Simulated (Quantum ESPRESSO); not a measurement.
```xyz
3
Lattice="0.0000 3.1812 3.1812 3.1812 0.0000 3.1812 3.1812 3.1812 0.0000" Properties=species:S:1:pos:R:3 pbc="T T T"
Mg     4.7718     4.7718     4.7718
Mg     1.5906     1.5906     1.5906
Ge     0.0000     0.0000     0.0000
```

Cell and atoms were relaxed with PBEsol from Materials Project entry mp-408, within its symmetry.

**Question.** What does PBE (stringent potentials; pw.x of Quantum ESPRESSO, ONCV potentials, without SOC) give for the electronic structure near the Fermi level?

**Answer.** The PBE gap is indirect, 0.14 eV, from Γ to X; the smallest direct gap is 1.09 eV. Spin-orbit splittings are left out.
